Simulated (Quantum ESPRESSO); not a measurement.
Inputs of pw.x and gipaw.x (a modified build of Quantum ESPRESSO, PBE) for ZrO$_{2}$; the starting potential comes from an earlier run on another mesh:

```
&CONTROL
  calculation = 'scf'
  prefix = 'x'
  pseudo_dir = './pseudo'
  outdir = './out'
  tprnfor = .true.
/
&SYSTEM
  ibrav = 0
  nat = 6
  ntyp = 2
  ecutwfc = 45
  ecutrho = 180
  occupations = 'fixed'
  nbnd = 24
/
&ELECTRONS
  conv_thr = 1e-11
  startingpot = 'file'
/
ATOMIC_SPECIES
Zr 91.224 Zr.GGA_PBE-JTH.UPF
O 15.999 O.GGA_PBE-JTH.UPF
CELL_PARAMETERS angstrom
    3.600170000000     0.000000000000     0.000000000000
    0.000000000000     3.600170000000     0.000000000000
    0.000000000000     0.000000000000     5.225160000000
ATOMIC_POSITIONS crystal
Zr     0.000000000000     0.000000000000     0.000000000000
Zr     0.500000000000     0.500000000000     0.500000000000
O      0.000000000000     0.500000000000     0.301770000000
O      0.000000000000     0.500000000000     0.801770000000
O      0.500000000000     0.000000000000     0.198230000000
O      0.500000000000     0.000000000000     0.698230000000
K_POINTS automatic
5 5 4 1 1 1
```

```
&INPUTGIPAW
  job = 'nmr'
  prefix = 'x'
  tmp_dir = './out/'
  restart_mode = 'from_scratch'
  pawproj(1) = .true.
  pawproj(2) = .true.
  use_nmr_macroscopic_shape = .false.
/
```

Geometry: a computed entry of the Materials Project; it was not checked against measured cells. It is ZrO2 in P4₂/nmc. Stability against distortions was not tested. The run has no spin polarisation.

### Question
Predict the shielding tensors that the run ends with.

### Answer
```
     f-sum rule (should be   -45.0628):
           -45.0627          0.0000          0.0000
             0.0000        -45.0627          0.0000
             0.0000          0.0000        -45.0590

     Total NMR chemical shifts in ppm: ---------------------------------------
     (adopting the Simpson convention for anisotropy and asymmetry)-----------

     Atom  1  Zr  pos: (  0.000000  0.000000  0.000000)  Total sigma:        1679.60
          1741.1088         -0.0000         -0.0000
             0.0000       1741.1088          0.0000
             0.0000          0.0000       1556.5723

     Zr      1    anisotropy:   -184.54    eta:    0.0000

     Atom  2  Zr  pos: (  0.500000  0.500000  0.725682)  Total sigma:        1679.60
          1741.1088          0.0000         -0.0000
             0.0000       1741.1088          0.0000
            -0.0000          0.0000       1556.5723

     Zr      2    anisotropy:   -184.54    eta:    0.0000

     Atom  3  O   pos: (  0.000000  0.500000  0.437978)  Total sigma:        -185.33
          -104.5652         -0.0000          0.0000
            -0.0000       -239.7550          0.0000
            -0.0000          0.0000       -211.6780

     O       3    anisotropy:    121.15    eta:    0.3476

     Atom  4  O   pos: (  0.000000  0.500000  1.163661)  Total sigma:        -185.33
          -239.7550         -0.0000          0.0000
            -0.0000       -104.5652          0.0000
            -0.0000         -0.0000       -211.6780

     O       4    anisotropy:    121.15    eta:    0.3476

     Atom  5  O   pos: (  0.500000  0.000000  0.287704)  Total sigma:        -185.33
          -104.5652          0.0000         -0.0000
            -0.0000       -239.7550          0.0000
             0.0000         -0.0000       -211.6780

     O       5    anisotropy:    121.15    eta:    0.3476

     Atom  6  O   pos: (  0.500000  0.000000  1.013386)  Total sigma:        -185.33
          -239.7550         -0.0000          0.0000
            -0.0000       -104.5652         -0.0000
             0.0000          0.0000       -211.6780

     O       6    anisotropy:    121.15    eta:    0.3476
```
The printed anisotropy is 3/2 (σ_33 − σ_iso) in the program's own order; the axes are left out here. Anisotropies that symmetry doesn't fix are less certain than the isotropic values. These are absolute shieldings with no macroscopic susceptibility term; δ = σ_ref − σ needs a reference computed alike. In our sweeps, cutoffs and meshes of this size left a few ppm, and up to some 20 ppm on atoms from Zn on. Spin–orbit coupling is left out; its weight grows with the heaviest atom, Zr here.
